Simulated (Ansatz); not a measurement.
Polymorphs of Cu₃Ge, each relaxed with the program Ansatz at the r²SCAN level (PAW):

A: Pmmn
a = 4.1725 Å, b = 5.2464 Å, c = 4.5205 Å, α = β = γ = 90.00°

```
atom  site  symmetry       x       y       z
----  ----  --------  ------  ------  ------
Cu      2b       mm2  0.0000  0.5000  0.1646
Cu      4e       m..  0.0000  0.2514  0.6635
Ge      2a       mm2  0.0000  0.0000  0.1752
```

B: P-6m2
a = b = 2.6995 Å, c = 8.1767 Å, α = β = 90.00°, γ = 120.00°

| atom | site | symmetry | x | y | z |
|---|---|---|---|---|---|
| Cu | 1b | -6m2 | 0.0000 | 0.0000 | 0.5000 |
| Cu | 2i | 3m. | 0.6667 | 0.3333 | 0.2575 |
| Ge | 1a | -6m2 | 0.0000 | 0.0000 | 0.0000 |

**Question.** Put the candidates in order of energy per atom at 0 K, lowest first, for r²SCAN.

**Answer.** A (+0 meV/atom), B (+182 meV/atom)

Standing as an ambient phase not checked: A; B. All cells were relaxed under the symmetry of their starts (and spin orders); stability against distortions was not tested throughout. Rows with no word on spin ran without spin polarisation. Spin–orbit coupling is left out wherever it is not named.

Energies hold the estimated change up to a 700 eV cutoff; steps of a few meV lie near the error of the meshes.

Potentials: the later of the program's two PAW sets.
